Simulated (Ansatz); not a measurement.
Ca:
```xyz
1
Lattice="-2.1085 2.1085 2.1085 2.1085 -2.1085 2.1085 2.1085 2.1085 -2.1085" Properties=species:S:1:pos:R:3 pbc="T T T"
Ca     0.0000     0.0000     0.0000
```

Relaxed with LDA.

Problem. List the phonon frequencies at the special points (DFPT on a 4×4×4 q-mesh, Fourier-interpolated; LDA (plane waves, PAW; program Ansatz)).

Solution. In cm⁻¹.

| q | frequencies |
|---|---|
| Γ | 0 0 0 |
| H | 178 178 178 |
| N | 41 126 165 |
| P | 130 130 130 |

Space group Im-3m (bcc (W type)). This is a known high-temperature phase of the composition, computed here at zero pressure and temperature. Symmetry was held in the LDA relaxation; phonons on a q-mesh show no instability. As this level gives no gap, phonon frequencies hold no LO–TO term and depend on the k-mesh and smearing (Fermi–Dirac, 0.1 eV here).

Potentials: the later of the program's two PAW sets.
